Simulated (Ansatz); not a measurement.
The cell of Cs2VIrC6N6 is invented: cyanide-bridged rock-salt net of two metals, 2 guest cations a cell (Fm-3m, No. 225). Lengths were set from tabulated atomic sizes, so they are only a guess.

```cif
data_structure
_symmetry_space_group_name_H-M 'Fm-3m'
_symmetry_Int_Tables_number 225
_cell_length_a 10.1890
_cell_length_b 10.1890
_cell_length_c 10.1890
_cell_angle_alpha 90.000
_cell_angle_beta 90.000
_cell_angle_gamma 90.000
_cell_volume 1057.78
loop_
_atom_site_label
_atom_site_type_symbol
_atom_site_symmetry_multiplicity
_atom_site_Wyckoff_symbol
_atom_site_fract_x
_atom_site_fract_y
_atom_site_fract_z
_atom_site_occupancy
Cs1 Cs 8 c 0.25000 0.75000 0.75000 1
V1 V 4 a 0.00000 0.00000 0.00000 1
Ir1 Ir 4 b 0.50000 0.00000 0.00000 1
C1 C 24 e 0.18814 0.00000 0.00000 1
N1 N 24 e 0.30297 0.00000 0.00000 1
```

Theory: DFT PBE, scalar-relativistic, plane waves, PAW in Ansatz 0.2.0. Cutoff 420 eV, Gaussian smearing, Γ-centred meshes. Cell and atoms relax first on a coarse mesh and then on a finer one. In between, the cell is made exact in the group found at 0.06 Å. In metals the finer mesh still leaves noise of several meV/atom or more. The steps can't lower the symmetry of their start. Collinear spin, starting moments V 2.0; Ir 1.0 μB.

A guess keeps its type if space group and coordination stay and the shape of the cell changes little (axis ratios within about 15 %, angles within 6°); the volume may change.

Task: Will the relaxed cell still be of the starting type?

Result: It keeps its type. The symmetry stays Fm-3m (No. 225). The volume per atom grows by 8.7 %, from 16.5 to 18.0 Å³. The shortest distance goes from 1.17 Å (C–N) to 1.19 Å (C–N). Counting neighbours within 15 % of an atom's shortest distance, the start has C 1, Cs 24, Ir 6, N 1, V 6 and the end C 1, Cs 24, Ir 6, N 1, V 6.

The last run used collinear spin, a 6×6×6 mesh for its 16-atom cell and Gaussian smearing of 0.10 eV. Spin–orbit coupling, which can matter for Ir, is left out. The magnetic state reached may not be the lowest. Symmetry constrained the relaxation, so the result can be a saddle point.
